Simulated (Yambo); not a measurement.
Yambo run on PtS2 (CdI2 type, space group P-3m1, No. 164). The wavefunctions come from this Quantum ESPRESSO step (PBEsol, PseudoDojo standard norm-conserving files, scalar-relativistic):

```
&CONTROL
  calculation = 'nscf'
  pseudo_dir = './pseudo'
  outdir = './out'
/
&SYSTEM
  ibrav = 0
  nat = 3
  ntyp = 2
  ecutwfc = 84.0
  ecutrho = 336.0
  occupations = 'fixed'
  force_symmorphic = .true.
  nbnd = 117
/
&ELECTRONS
  conv_thr = 3.0000000000000004e-09
  diago_full_acc = .true.
  diago_thr_init = 1e-08
/
ATOMIC_SPECIES
S 32.0600 S.upf
Pt 195.0840 Pt.upf
CELL_PARAMETERS angstrom
  3.548740004000   0.000000000000   0.000000000000
 -1.774370002000   3.073298995000   0.000000000000
  0.000000000000   0.000000000000   5.597070000000
ATOMIC_POSITIONS crystal
S   0.666666667000   0.333333333000   0.779660000000
S   0.333333333000   0.666666667000   0.220340000000
Pt   0.000000000000   0.000000000000   0.000000000000
K_POINTS automatic
6 6 4 0 0 0
```

Yambo input:

```
rim_cut
gw0
dyson
el_el_corr
HF_and_locXC
ppa
em1d
RandQpts= 1000000
RandGvec= 1 Ry
EXXRLvcs= 84 Ry
VXCRLvcs= 336 Ry
Chimod= "HARTREE"
% BndsRnXp
 5 | 116 |
%
NGsBlkXp= 8 Ry
% LongDrXp
 1.0 | 1.0 | 1.0 |
%
PPAPntXp= 27.2114 eV
% GbndRnge
 1 | 116 |
%
GTermKind= "BG"
DysSolver= "n"
ExtendOut
% QPkrange
 1 | 1 | 15 | 16 |
 3 | 3 | 15 | 16 |
 5 | 5 | 15 | 16 |
 8 | 8 | 15 | 16 |
 12 | 12 | 15 | 16 |
 19 | 19 | 15 | 16 |
 21 | 21 | 15 | 16 |
%
```

k points by index: 1 = Γ, 3 = A, 5 = (0, 0.167, 0.25), 8 = (0, 0.333, 0.25), 12 = L, 19 = K, 21 = H.

The o-*.qp file then holds:

```
#    K-point    Band    Eo [eV]    E [eV]    E-Eo [eV]    Vxc [eV]    Vnlxc [eV]    Sc|Eo [eV]    Sc|E [eV]    dSc/dw|Eo [eV]    Re(Z)    Im(Z)
#
    1    15    -0.206468    -0.724159    -0.517691    -13.32085    -15.20027    1.211196    1.361731    -7.911445    0.774746    -0.001448
    1    16    2.647922    2.984104    0.336182    -16.54912    -12.96324    -3.154647    -3.249698    -7.691576    0.779627    -0.001527
    3    15    -0.785555    -1.330347    -0.544792    -13.70825    -15.87570    1.466385    1.622656    -7.804432    0.777115    -0.001333
    3    16    2.864907    3.218144    0.353236    -16.87756    -13.11328    -3.309513    -3.411046    -7.819048    0.776789    -0.001774
    5    15    0.000000    -0.401501    -0.401501    -15.75060    -18.19680    1.930012    2.044704    -7.771624    0.777843    -0.001377
    5    16    1.580961    1.905959    0.324997    -16.24754    -13.00228    -2.832855    -2.920261    -7.316819    0.788089    -0.001318
    8    15    -0.510609    -0.932217    -0.421608    -15.43368    -18.07288    2.096490    2.217593    -7.814538    0.776890    -0.001397
    8    16    1.261396    1.603179    0.341783    -16.43593    -13.11817    -2.884846    -2.975986    -7.254699    0.789510    -0.001294
    12    15    -1.414556    -1.981023    -0.566467    -13.21227    -15.92574    1.978193    2.147010    -8.107463    0.770444    -0.002113
    12    16    2.330861    2.687141    0.356280    -16.43514    -12.70736    -3.270744    -3.371500    -7.693928    0.779575    -0.001139
    19    15    -1.061486    -1.376434    -0.314948    -17.66339    -21.27606    3.207884    3.297720    -7.758677    0.778131    -0.001564
    19    16    1.289149    1.667529    0.378379    -16.35130    -12.79308    -3.078362    -3.179845    -7.296730    0.788548    -0.001306
    21    15    -1.351183    -1.649607    -0.298424    -18.01921    -21.93057    3.527090    3.612941    -7.824905    0.776660    -0.001440
    21    16    2.088830    2.460738    0.371908    -16.52473    -12.61575    -3.432057    -3.537074    -7.680851    0.779863    -0.002144
```
(The two width columns are left out.) Convergence of these settings isn't established.

Spin-orbit coupling is not included.

Geometry of the Materials Project entry, not relaxed at this level.

The distance between layers or molecules is the database entry's, not relaxed here. Functionals without dispersion can leave it too large, which widens gaps and weakens the response across layers: the numbers belong to this cell.
